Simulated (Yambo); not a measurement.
BSE-type run in Yambo on Cs$_{2}$SiF$_{6}$ (space group Fm-3m, No. 225), at zero momentum.

Quantum ESPRESSO step (PBEsol, PseudoDojo standard norm-conserving files, scalar-relativistic):
```
&CONTROL
  calculation = 'nscf'
  pseudo_dir = './pseudo'
  outdir = './out'
/
&SYSTEM
  ibrav = 0
  nat = 9
  ntyp = 3
  ecutwfc = 84.0
  ecutrho = 336.0
  occupations = 'fixed'
  force_symmorphic = .true.
  nbnd = 99
/
&ELECTRONS
  conv_thr = 9.000000000000001e-09
  diago_full_acc = .true.
  diago_thr_init = 1e-08
/
ATOMIC_SPECIES
F 18.9984 F.upf
Si 28.0850 Si.upf
Cs 132.9055 Cs.upf
CELL_PARAMETERS angstrom
  0.000000000000   4.414100000000   4.414100000000
  4.414100000000   0.000000000000   4.414100000000
  4.414100000000   4.414100000000   0.000000000000
ATOMIC_POSITIONS crystal
F   0.806990000000   0.193010000000   0.806990000000
F   0.193010000000   0.806990000000   0.193010000000
F   0.806990000000   0.193010000000   0.193010000000
F   0.193010000000   0.806990000000   0.806990000000
F   0.806990000000   0.806990000000   0.193010000000
F   0.193010000000   0.193010000000   0.806990000000
Si   0.000000000000   0.000000000000   0.000000000000
Cs   0.750000000000   0.750000000000   0.750000000000
Cs   0.250000000000   0.250000000000   0.250000000000
K_POINTS automatic
4 4 4 0 0 0
```

Yambo input:
```
rim_cut
optics
bse
bss
dipoles
em1s
RandQpts= 1000000
RandGvec= 1 Ry
FFTGvecs= 40 Ry
Chimod= "HARTREE"
BSKmod= "SEX"
BSEmod= "resonant"
BSSmod= "hs"
BSENGexx= 15 Ry
BSENGBlk= 3 Ry
% KfnQP_E
 3.782 | 1.0 | 1.0 |
%
% BSEQptR
 1 | 1 |
%
% BSEBands
 16 | 45 |
%
% BEnRange
 0.0 | 16.4 | eV
%
% BDmRange
 0.15 | 0.15 | eV
%
BEnSteps= 328
% BLongDir
 1.0 | 0.0 | 0.0 |
%
BSHayTrs= -0.02
BSSNEig= 24
WRbsWF
% BndsRnXs
 1 | 93 |
%
NGsBlkXs= 3 Ry
% LongDrXs
 1.0 | 1.0 | 1.0 |
%
```

From the report:

The dimension is k points × valence × conduction bands = 64 × 17 × 13 = 14144.
```
   [SLEPC] Approach                          : Krylov-Schur
   [SLEPC] Number of requested eigenvalues   :  24
   [SLEPC] Number of eigenvalues        [NEV]:  24
    [K] Dimension                                    :  14144
    [K] Bands                                        :   16   45
    [K] Exchange res                                 : yes
    [K] Correlation res                              : yes
    [K] W interaction is bare                        : no
    [K] RL vectors exchange                          :  1211
    [K] RL vectors correlation                       :  137
    [W] Matrix size                                  :  137
    [W] Bands                                        :    1   93
    [W] Coulomb Cutoff                               : none
    [W] Hxc Kernel                                   : HARTREE
```
Lowest eigenvalues (eV; in brackets the number of states within 2 meV): 9.49 (3), 10.06 (3), 10.08 (3), 10.38 (3), 10.43 (3), 10.57 (1). They depend on the mesh, which isn't converged, and on the G0W0 scissor.

Geometry of the Materials Project entry, not relaxed at this level.
